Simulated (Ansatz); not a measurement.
Relaxed-ion elastic tensor of SbAs (rock salt, space group No. 225) in GPa (Voigt order), r²SCAN (plane waves, PAW; program Ansatz); density 6.68 g/cm³, 24.44 Å³ per atom.

```
  119   40.7   59.2  -26.2    0.0    0.0
 40.7    119   59.2   26.2    0.0    0.0
 59.2   59.2    100    0.0    0.0    0.0
-26.2   26.2    0.0   57.4    0.0    0.0
  0.0    0.0    0.0    0.0   57.4  -26.2
  0.0    0.0    0.0    0.0  -26.2   38.9
```

### Question
Is the crystal mechanically stable?

### Answer
Yes: the smallest eigenvalue of C is 20.4 GPa.

### Question
Work out the Voigt, Reuss and Hill averages.

### Answer
K_V = 72.9, K_R = 72.9, K_H = 72.9; G_V = 42.6, G_R = 28.9, G_H = 35.8 GPa.

### Question
Give Young's modulus, Poisson's ratio, Pugh's ratio and the universal anisotropy index.

### Answer
E = 9KG/(3K + G) = 92.2 GPa; ν = 0.29; K/G = 2.04 (ductile by the Pugh limit of 1.75); A_U = 5G_V/G_R + K_V/K_R − 6 = 2.38.

### Question
Estimate the sound speeds and the Debye temperature.

### Answer
v_l = √((K + 4G/3)/ρ) = 4250 m/s, v_t = √(G/ρ) = 2310 m/s, mean 2580 m/s; Θ = (h/k)(3n/4πV)^(1/3) v_m = 265 K.

Space group Fm-3m (rock salt). The workflow started from an entry of the Crystallography Open Database (COD); the relaxed space group is not among those it files for this formula. COD files the formula under space group No. 166, so this cell is another polymorph or a model. Its standing as an ambient phase is unchecked. Symmetry was held in the r²SCAN relaxation. At this level the phase is dynamically unstable (imaginary phonons). As this level gives no gap, shear constants depend on the k-mesh and smearing (Fermi–Dirac, 0.1 eV here). Scalar-relativistic: spin–orbit coupling is off unless named, which matters more the heavier the elements.

Potentials: the later of the program's two PAW sets.
